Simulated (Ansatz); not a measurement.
Relaxed-ion elastic tensor of C (graphite, space group No. 194) in GPa (Voigt order), r²SCAN+D4 in the plane-wave PAW code Ansatz; density 2.26 g/cm³, 8.82 Å³ per atom.

```
1100   189  -5.0   0.0   0.0   0.0
 189  1100  -5.0   0.0   0.0   0.0
-5.0  -5.0  36.1   0.0   0.0   0.0
 0.0   0.0   0.0   4.0   0.0   0.0
 0.0   0.0   0.0   0.0   4.0   0.0
 0.0   0.0   0.0   0.0   0.0   453
```

Question: Is the crystal mechanically stable?

Answer: Yes: the smallest eigenvalue of C is 4.0 GPa.

Question: Work out the Voigt and Reuss bounds. Is their mean of use?

Answer: K_V = 287, K_R = 33.7; G_V = 229, G_R = 9.2 GPa. The bounds lie so far apart that a Hill average or a Debye temperature from it would say little.

Space group P6_3/mmc (graphite). The r²SCAN+D4 relaxation kept the symmetry of its start; of distortions, only those at the zone centre were tested. As this level gives no gap, shear constants depend on the k-mesh and smearing (Fermi–Dirac, 0.1 eV here).

Potentials: the earlier of the program's two PAW sets.
